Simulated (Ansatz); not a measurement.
Be2C (fluorite or antifluorite type, space group No. 225) under volume change, the program Ansatz at the PBE level (PAW), scaled uniformly.

| V (Å³/atom) | E − E(relaxed) (meV/atom) | P (GPa) |
|---|---|---|
| 6.149 | 39.7 | 22.44 |
| 6.352 | 16.8 | 13.92 |
| 6.555 | 4.0 | 6.50 |
| 6.758 | 0.0 | 0.01 |
| 6.960 | 3.6 | -5.65 |
| 7.163 | 14.0 | -10.61 |
| 7.366 | 30.2 | -14.94 |

**Question.** What does a third-order Birch–Murnaghan fit give for V₀, B₀ and B′?

**Answer.** V₀ = 6.76 Å³/atom, B₀ = 202 GPa, B′ = 3.5.

Space group Fm-3m (fluorite or antifluorite type). The PBE relaxation kept the symmetry of its start.

Potentials: the later of the program's two PAW sets.
